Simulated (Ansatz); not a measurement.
Starting structure of a cell relaxation (symmetry kept):

```cif
data_structure
_symmetry_space_group_name_H-M 'F-43m'
_symmetry_Int_Tables_number 216
_cell_length_a 5.5051
_cell_length_b 5.5051
_cell_length_c 5.5051
_cell_angle_alpha 90.000
_cell_angle_beta 90.000
_cell_angle_gamma 90.000
_cell_volume 166.84
loop_
_atom_site_label
_atom_site_type_symbol
_atom_site_symmetry_multiplicity
_atom_site_Wyckoff_symbol
_atom_site_fract_x
_atom_site_fract_y
_atom_site_fract_z
_atom_site_occupancy
Ga1 Ga 4 a 0.00000 0.00000 0.00000 1
P1 P 4 d 0.25000 0.25000 0.75000 1
```

Level of theory: Ansatz 0.2.0, DFT LDA, scalar-relativistic, plane waves, PAW.

Settings: cutoff 420 eV, Γ-centred mesh 8×8×8 on the computed 2-atom cell, Gaussian smearing of 0.02 eV; no spin polarisation.

**Question.** What does it relax to?

**Answer.** The volume goes down by 1.26 Å³/atom to 19.59 Å³/atom, and the energy falls by 20.6 meV/atom. Final structure:
```cif
data_structure
_symmetry_space_group_name_H-M 'F-43m'
_symmetry_Int_Tables_number 216
_cell_length_a 5.3915
_cell_length_b 5.3915
_cell_length_c 5.3915
_cell_angle_alpha 90.000
_cell_angle_beta 90.000
_cell_angle_gamma 90.000
_cell_volume 156.72
loop_
_atom_site_label
_atom_site_type_symbol
_atom_site_symmetry_multiplicity
_atom_site_Wyckoff_symbol
_atom_site_fract_x
_atom_site_fract_y
_atom_site_fract_z
_atom_site_occupancy
Ga1 Ga 4 a 0.00000 0.00000 0.00000 1
P1 P 4 d 0.25000 0.25000 0.75000 1
```

Course of the relaxation (steps run on the plane waves of an earlier cell, and the basis is chosen afresh near the end, so energy and pressure can step there; trial steps that raised the energy were taken back; energies are free energies):

```json
{"step": "1", "E − E_final (meV/atom)": "20.6", "P (GPa)": "-4.91", "V (Å³/atom)": "20.85"}
{"step": "2", "E − E_final (meV/atom)": "1.5", "P (GPa)": "-1.52", "V (Å³/atom)": "19.93"}
{"step": "3", "E − E_final (meV/atom)": "-0.3", "P (GPa)": "0.19", "V (Å³/atom)": "19.55"}
{"step": "4", "E − E_final (meV/atom)": "-0.3", "P (GPa)": "-0.01", "V (Å³/atom)": "19.59"}
{"step": "5", "E − E_final (meV/atom)": "0.0", "P (GPa)": "-0.01", "V (Å³/atom)": "19.59"}
```

Cost: 1 run of about 0.17 core-minutes, on Arm Neoverse V1 (shared hosts).